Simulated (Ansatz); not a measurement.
Mn (diamond, space group No. 227) at seven volumes, PBEsol in the plane-wave PAW code Ansatz, scaled uniformly. One row is withheld.

| V (Å³/atom) | P (GPa) |
|---|---|
| 13.241 | 18.54 |
| 13.678 | 11.38 |
| 14.114 | 5.26 |
| 14.551 | 0.01 |
| 14.987 | ? |
| 15.424 | -8.33 |
| 15.860 | -11.63 |

Q: Fit the shown pressures and predict the withheld one.

A: P = (3/2)B₀(x^(7/2) − x^(5/2))[1 + (3/4)(B′ − 4)(x − 1)] with x = (V₀/V)^(2/3). Least squares on the six rows gives V₀ = 14.552 Å³/atom, B₀ = 161 GPa, B′ = 4.14. At V = 14.987, x = 0.9806 and P = -4.46 GPa. The run itself gave -4.48 GPa.

Space group Fd-3m (diamond). The start of the workflow was typed in or built on a structure type; neither database checked (COD, Materials Project) lists it. It is not the phase usual at ambient conditions (space group No. 217). Symmetry was held in the PBEsol relaxation. At this level the phase is mechanically unstable. The workflow began spin-polarised and lost its moments. The volume moved by -30 % from the start of the relaxation.

Potentials: the later of the program's two PAW sets.
